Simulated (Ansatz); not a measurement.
Relaxation of a relaxed TiSi2 cell displaced along its unstable phonon at q = (½, 0, 0) of its primitive reciprocal cell (146i cm⁻¹), largest move 0.15 Å; 6 atoms in the cell, which starts as R-3m, hexagonal axes (No. 166), hR6; a = 4.1576 Å, b = 4.1576 Å, c = 20.3682 Å, α = 90.00°, β = 90.00°, γ = 120.00°. The numbers are results of PBEsol (plane waves to 420 eV, PAW, scalar-relativistic; Ansatz, a quantum-chemistry and plane-wave program), not measurements. Γ-centred k-mesh 5×10×10 on the run's cell (coarser than for final values), Fermi–Dirac smearing 0.05 eV. This is the first round of the run. 

The optimiser's lines from the output (shortened; P is positive under compression):

```
relax step   1: F+E_penalty+E_count = -7433.40320815 eV  Δ(F+E_penalty+E_count) = +0.000e0 eV  max|allowed force component| = 2.806e-1 eV/Å  Δτ_max = 0.0000 Å  P = +0.059 GPa  Ω = 101.638 Å³  (6 SCF iters, dr2 threshold 1.00e-7 eV, accepted)
relax step   2: F+E_penalty+E_count = -7433.51548621 eV  Δ(F+E_penalty+E_count) = -1.123e-1 eV  max|allowed force component| = 3.121e-1 eV/Å  Δτ_max = 0.0665 Å  P = -0.450 GPa  Ω = 101.838 Å³  (6 SCF iters, dr2 threshold 6.00e-7 eV, accepted)
relax step   3: F+E_penalty+E_count = -7433.67832899 eV  Δ(F+E_penalty+E_count) = -1.628e-1 eV  max|allowed force component| = 3.355e-1 eV/Å  Δτ_max = 0.0941 Å  P = -0.673 GPa  Ω = 101.387 Å³  (6 SCF iters, dr2 threshold 6.00e-7 eV, accepted)
relax step   4: F+E_penalty+E_count = -7434.02541901 eV  Δ(F+E_penalty+E_count) = -3.471e-1 eV  max|allowed force component| = 3.328e-1 eV/Å  Δτ_max = 0.2000 Å  P = -0.932 GPa  Ω = 99.459 Å³  (7 SCF iters, dr2 threshold 6.00e-7 eV, accepted)
relax step   5: F+E_penalty+E_count = -7434.29969858 eV  Δ(F+E_penalty+E_count) = -2.743e-1 eV  max|allowed force component| = 3.606e-1 eV/Å  Δτ_max = 0.1953 Å  P = -0.757 GPa  Ω = 96.200 Å³  (7 SCF iters, dr2 threshold 6.00e-7 eV, accepted)
relax step   6: F+E_penalty+E_count = -7434.46923434 eV  Δ(F+E_penalty+E_count) = -1.695e-1 eV  max|allowed force component| = 3.414e-1 eV/Å  Δτ_max = 0.1949 Å  P = +0.118 GPa  Ω = 93.339 Å³  (7 SCF iters, dr2 threshold 6.00e-7 eV, accepted)
relax step   7: F+E_penalty+E_count = -7434.57989387 eV  Δ(F+E_penalty+E_count) = -1.107e-1 eV  max|allowed force component| = 1.907e-1 eV/Å  Δτ_max = 0.1903 Å  P = +0.061 GPa  Ω = 91.110 Å³  (7 SCF iters, dr2 threshold 6.00e-7 eV, accepted)
relax step   8: F+E_penalty+E_count = -7434.58361208 eV  Δ(F+E_penalty+E_count) = -3.718e-3 eV  max|allowed force component| = 1.127e-1 eV/Å  Δτ_max = 0.0603 Å  P = -0.220 GPa  Ω = 91.609 Å³  (6 SCF iters, dr2 threshold 6.00e-7 eV, accepted)
relax step   9: F+E_penalty+E_count = -7434.59255088 eV  Δ(F+E_penalty+E_count) = -8.939e-3 eV  max|allowed force component| = 1.984e-2 eV/Å  Δτ_max = 0.0316 Å  P = +0.079 GPa  Ω = 91.258 Å³  (6 SCF iters, dr2 threshold 6.00e-7 eV, accepted)
relax step  10: F+E_penalty+E_count = -7434.59238539 eV  Δ(F+E_penalty+E_count) = +1.655e-4 eV  max|allowed force component| = 2.691e-2 eV/Å  Δτ_max = 0.0163 Å  P = +0.134 GPa  Ω = 91.157 Å³  (6 SCF iters, dr2 threshold 1.62e-7 eV, rejected (line search))
relax step  11: F+E_penalty+E_count = -7434.59297798 eV  Δ(F+E_penalty+E_count) = -4.271e-4 eV  max|allowed force component| = 9.435e-4 eV/Å  Δτ_max = 0.0071 Å  P = -0.066 GPa  Ω = 91.344 Å³  (8 SCF iters, accepted)
relax step  12: F+E_penalty+E_count = -7434.59299761 eV  Δ(F+E_penalty+E_count) = -1.963e-5 eV  max|allowed force component| = 3.514e-4 eV/Å  Δτ_max = 0.0003 Å  P = +0.039 GPa  Ω = 91.264 Å³  (6 SCF iters, dr2 threshold 1.63e-8 eV, accepted)
relax step  13: F+E_penalty+E_count = -7434.59299711 eV  Δ(F+E_penalty+E_count) = +5.001e-7 eV  max|allowed force component| = 7.633e-5 eV/Å  Δτ_max = 0.0001 Å  P = -0.000 GPa  Ω = 91.294 Å³  (6 SCF iters, dr2 threshold 9.66e-9 eV, accepted)
relax step  14: F+E_penalty+E_count = -7434.59222923 eV  Δ(F+E_penalty+E_count) = +7.679e-4 eV  max|allowed force component| = 1.985e-4 eV/Å  Δτ_max = 0.0000 Å  P = -0.009 GPa  Ω = 91.294 Å³  stress off target by 1.54e-2 GPa  SCF on the basis re-selected at this cell (its energy is not comparable with the rows above)  (6 SCF iters)
```

From the first to the last row the energy changes by -0.20 eV/atom and the volume by -10.2 %. The last row is marked as not comparable with the walk above it, whose basis was carried along; it does compare with step 1, since both stand on a basis selected at the nominal cutoff for their own cell.

Step 10 was rejected by the optimiser.

Later rounds, restarted from the end of this one on a renewed k-mesh, logged 9 more steps and released under 0.01 eV/atom more. The final structure after all rounds: R-3m, hexagonal axes (No. 166), hR6; a = b = 4.180 Å, c = 18.109 Å, α = β = 90.00°, γ = 120.00°. Between re-selections the logged energies stand on a plane-wave basis carried along with the cell. No spin polarisation in the result.

The run could not lose the symmetry of its start: the end is stationary, and may be a saddle point rather than a minimum.

The relaxed structure here is a generated cell of TiSi2: the first start was made by placing the elements on the sites of a structure type, and the end was not matched to a known phase here, so it may be hypothetical. Known forms of TiSi2 include space group No. 63, 70.
